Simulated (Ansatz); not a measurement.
## BaAg2As2: how the free axis answers a strain

BaAg2As2, I4/mmm, a = 4.584 Å, c = 11.410 Å. The structure is a COD entry; whether it is the stable form wasn't checked. Ansatz: PBE, PAW, 420 eV, Γ-centred 8×8×4 mesh on 10 atoms, Gaussian smearing 0.10 eV; no spin polarisation. Series: biaxial strain in the a-b plane, c and atoms relaxed; x is the strain in per cent. y is the change of c in per cent of 11.410 Å.

```tsv
x (%)	y (%)
-3.0	3.71
-1.5	?
0.0	0.00
1.5	-1.72
3.0	-3.44
```

Fit y = c1 x + c2 x² to the other rows, say what c1 measures, and predict the missing y.

Least squares on the rows shown. y = −1.189 x + 0.01541 x². With no stress along c, c1 = −2C13/C33 = -1.189. At x = -1.5 the fit asked for gives 1.82 %. The run gave 1.83 %, so the fit is 0.01 % too low, within the rms miss on the fitted rows (0.02 %).